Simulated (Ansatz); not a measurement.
Input file for Ansatz (a quantum-chemistry and plane-wave program):

Ansatz 0.2 input:
```yaml
crystal:
  lattice:
    - [-1.5784587236, 1.5784587236, 4.1544825882]
    - [1.5784587236, -1.5784587236, 4.1544825882]
    - [1.5784587236, 1.5784587236, -4.1544825882]
  atoms:
    - { symbol: Al, position: [0.3387034586, 0.3387034586, 0.0] }
    - { symbol: Al, position: [0.6612965414, 0.6612965414, 0.0] }
    - { symbol: Os, position: [0.0, 0.0, 0.0] }
kpoints:
  mp_grid: { grid: [12, 12, 12] }
hamiltonian:
  xc: r2scan
  pseudopotentials: { kind: paw }
scf:
  occupations: { method: fixed }
checkpoint: { read: static.run }
output: { write_density: true, elf: true, volumetric_format: npy }
basis: { fft_grid_basis: typed }
```

Output (shortened):

```
Pseudopotential: Al, paw, valence charge 3
Pseudopotential: Os, paw, valence charge 16
Functional definition: r2SCAN
Crystal: 3 atoms, lattice volume = 41.404 Å³
Basis set: ecut = 500 eV, 1055 PW (Γ), exchange–correlation on 144×144×144 points (64 copies of the dense FFT grid, shifted against one another)
Bands: 15, of which v1, the nominal top of the filled ones, is band 11 counted from 1 (10 counted from 0)
Symmetry: 16 space group operations
Space group: I4/mmm (ITA 139), of the structure as read, at distance tolerance 3.5e-5 Å
k-points: 163 of 1728
Stability of the state it starts from, as read at its close in the unpolarized treatment …
iter 1 solved again at ethr=2.31e-8 eV; its pass at ethr=3.10e-3 eV (dr2=5.08e-6 eV) is discarded
SCF iter   1: F=—  HF=-12480.351705 eV  |F-HF|=—  |Δ(HF+E_count)|=         —  Δρ=3.18e-7  dr2=2.04e-11  dr2_τ=6.86e-12  ethr=2.31e-8  ⟨swp⟩=3.2  Hψ=18396  notcnv=0  defer=325
preconditioner: auto → none
SCF iter   2: F=-12480.351705 eV  HF=-12480.351705 eV  |F-HF|=1.27e-11  |Δ(HF+E_count)|=   2.96e-9  Δρ=1.53e-7  dr2=3.56e-12  dr2_τ=7.66e-13  ethr=1.00e-12  ⟨swp⟩=6.3  Hψ=11579  notcnv=0
SCF 1 converged in 2 iterations: F = -12480.351705 eV  dr2 = 3.56e-12
SCF converged after 2 iterations
Free energy (F): -12480.351705 eV
Harris-Foulkes:  -12480.351705 eV  (|F-HF|=1.27e-11)
Internal energy: -12480.351705 eV  (E = F + TS)
E sigma→0 (E₀):  -12480.351705 eV
Fermi energy:    14.782810 eV
--- Per-component energies (eV) ---
  E_band       = -189.061214
  E_kinetic    = 616.482997
  E_local      = -1602.038644  (includes V_loc(G=0)·N_el)
  E_nonlocal   = 17.558199
  E_hartree    = 681.685928
  E_xc         = -329.583673
  E_vxc        = -381.298787  (∫ρ·V_xc dr)
  E_paw        = -9986.047794  (= ΣΔE_a)
  E_vpaw       = -224.486108  (= ΣTr[D̂ρ^β])
  E_aug_tail   = -0.000150  (compensation charges beyond the density's cutoff)
  E_vtau       = 21.349397  (kinetic-family band-sum trace: ∫τ·v_τ [+ j·A + Jᵃ·Aᵃ] dr)
  E_ewald      = -1877.903339
  E_core_change = -0.505229  (= ΣΔE_core)
  E_smearing   =  0.000000  (= −TS)
  E_closure    =  0.000000  (closes the sum)
  Σ components = -12480.351705   (vs F -12480.351705, Δ=0.00e0)
  [band-id]    e_kinetic+e_local+e_nonlocal+2·e_hartree+e_vxc+e_vpaw+e_augmentation_tail+e_vtau = -189.061240   (vs E_band -189.061214, Δ=-2.62e-5)
--- Band table (eV; the first three rows and the last of 163) ---
  k-point 0: bands = ["-72.9659", "-31.8289", "-31.8289", "-31.6940", "2.6781", "8.7557", "10.6840", "12.6484", "12.6484", "12.8721", "13.9809", "18.1640", "19.3916", "20.7981", "20.7981"]
  k-point 1: bands = ["-72.9653", "-31.8375", "-31.8370", "-31.6922", "2.9297", "8.9741", "10.7943", "11.8788", "12.2718", "13.5815", "13.7732", "18.1041", "19.1323", "20.3273", "20.6131"]
  k-point 2: bands = ["-72.9636", "-31.8606", "-31.8589", "-31.6874", "3.6638", "9.5653", "11.1300", "11.2559", "11.4162", "12.5761", "14.6132", "17.9602", "18.7156", "19.5615", "19.7894"]
  k-point 162: bands = ["-72.9659", "-31.8290", "-31.8290", "-31.6968", "4.9670", "5.2681", "10.4552", "11.9870", "13.2932", "13.2932", "14.0243", "17.7517", "17.7517", "21.6457", "22.0541"]
```

Cost: about 13 core-seconds (a rough figure) on shared cores.

The workflow started from a Materials Project entry (that database holds measured and hypothetical structures alike); the Crystallography Open Database copy checked does not list it. Its standing as an ambient phase is unchecked. Symmetry was held in the r²SCAN relaxation; its stability against distortions is not shown here. The run is not spin-polarised. Spin–orbit coupling is left out wherever it is not named.

Potentials: the later of the program's two PAW sets.

Ansatz is a plane-wave DFT program.
